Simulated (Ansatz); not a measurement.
Data:

InPd₃:
```
InPd3
1.0
    3.96972     0.00000     0.00000
    0.00000     3.96972     0.00000
    0.00000     0.00000     3.96972
In Pd
1 3
Direct
  0.00000   0.00000   0.00000
  0.50000   0.50000   0.00000
  0.00000   0.50000   0.50000
  0.50000   0.00000   0.50000
```

This is the PBEsol-relaxed structure.

Question: All from the program Ansatz at the PBEsol level (PAW), unless another level is named. Give the Poisson's ratio.

Answer: 0.37.

Question: And the highest zone-centre frequency?

Answer: 205 cm^-1.

Space group Pm-3m (Cu3Au type). The first step of the workflow began from a Materials Project structure, measured or hypothetical; the Crystallography Open Database copy checked does not list it. With In and Pd taken as one species the cell has the higher symmetry Fm-3m, so it may be an ordered model of a mixed-site phase. Whether it is the stable phase at ambient conditions was not checked. Symmetry was held in the PBEsol relaxation; of distortions, only those at the zone centre were tested. No spin polarisation was allowed. As this level gives no gap, phonon frequencies hold no LO–TO term and depend on the k-mesh and smearing (Fermi–Dirac, 0.1 eV here).

Potentials: the later of the program's two PAW sets.
